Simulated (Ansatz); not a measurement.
**Be: from a starting cell to a relaxed one**

The start is a relaxed Be cell displaced along its unstable phonon at q = (½, ½, 0) of its primitive reciprocal cell (657i cm⁻¹), largest move 0.15 Å. Cell shape, volume and atoms are optimised at zero target pressure with r2SCAN (plane waves to 500 eV, PAW, scalar-relativistic; Ansatz, a program for electronic structure). The first steps use a coarse 15×15×15 k-mesh.

Starting cell:
```yaml
crystal:
  lattice:
    - [4.34322, 0.00000, 0.00000]
    - [2.17161, 2.17161, 0.00000]
    - [0.00000, 0.00000, 2.17161]
  atoms:
    - { symbol: Be, position: [0.00000, 0.00000, 0.06907] }
    - { symbol: Be, position: [0.50000, 0.00000, 0.93093] }
```

### Question
What pressure does the first self-consistent step give?

### Answer
-2.7 GPa (negative: the cell is under tension).

### Question
What is the largest force in the starting geometry, and on which atom (counted from 1)?

### Answer
1.50 eV/Å, on Be1, Be2 (atoms numbered as listed).

### Question
How much energy is released per atom?

### Answer
0.84 eV/atom.

### Question
How does the volume per atom move from start to end?

### Answer
-23.7 %, from 10.24 to 7.81 Å³/atom.

### Question
Is the parent structure recovered?

### Answer
It does not go back: it reaches Im-3m (No. 229), bcc (W type), 0.96 eV/atom below the parent.

### Question
How do the shortest distances between atoms change?

### Answer
The closest pairs of elements (up to four, under 3.6 Å), start → end: Be–Be 2.17 → 2.16 Å.

### Question
What band gap does the relaxed structure have at this level?

### Answer
Zero (metallic).

### Question
Write out the relaxed structure.

### Answer

```cif
data_Be2
_chemical_formula_sum 'Be2'
_space_group_name_H-M_alt 'Im-3m'
_space_group_IT_number 229
_space_group_name_Hall '-I 4 2 3'
_cell_length_a 2.49961
_cell_length_b 2.49961
_cell_length_c 2.49961
_cell_angle_alpha 90.000
_cell_angle_beta 90.000
_cell_angle_gamma 90.000
loop_
_atom_site_label
_atom_site_type_symbol
_atom_site_symmetry_multiplicity
_atom_site_Wyckoff_symbol
_atom_site_fract_x
_atom_site_fract_y
_atom_site_fract_z
_atom_site_occupancy
Be1 Be 2 a 0.00000 0.00000 0.00000 1
```
(The calculation used a cell of 1 atom; values per cell refer to that cell.)

Final values are on a 26×26×26 k-mesh of the relaxed cell. No spin polarisation in the result.

The run could not lose the symmetry of its start, so the end can be a saddle point.

The relaxed structure here is a generated cell of Be: the first start was made by placing the elements on the sites of a structure type, and the end was not matched to a known phase here, so it may be hypothetical. Known forms of Be include space group No. 194.
